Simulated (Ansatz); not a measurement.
An element in the fcc structure gives these cold pressures by all-electron LAPW under LDA (Ansatz 0.2.0, scalar-relativistic, no spin polarisation).

```csv
V (Å³/atom),P (GPa)
29.05,-0.01
25.56,9.15
22.66,23.9
19.75,52.1
16.85,109.2
14.52,200.3
12.49,354.3
```

**Question.** Which element is it?

**Answer.** Pb. Its zero-pressure volume in this structure is near 29.0 Å³/atom; the volume and the steepness of P(V) together point to it, though neighbours can come close. Neighbours weren't tried against these numbers.
